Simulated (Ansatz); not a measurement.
CuI (zinc blende): values from a third-order Birch-Murnaghan fit to a volume scan beside measured ones. Computed values: PBE (plane waves to 420 eV, PAW, scalar-relativistic; Ansatz, an electronic-structure program). CuI is run without spin polarisation. CuI was relaxed with its symmetry unable to fall. Spin-orbit coupling is left out, though I is heavy.

```
quantity                reference                                    kind    PBE  difference
----------------------  ---------  --------------------------------------  -----  ----------
Lattice constant a (Å)      6.053  measured, room temperature or unstated  6.079      +0.4 %
Bulk modulus B₀ (GPa)        36.6  measured, room temperature or unstated   38.9      +6.4 %
```

References as given in: arXiv:2305.18931; Abhijith M. Gopakumar, M. K. Gupta, R. Mittal et al., Physical Chemistry Chemical Physics (2017), arXiv:1612.07068. Values not taken to low temperature hold thermal and zero-point shifts that a static calculation lacks, so small differences there are no errors of the method.

(A scan under strain: stresses follow from slopes of the energy per volume, elastic moduli from its curvatures.)
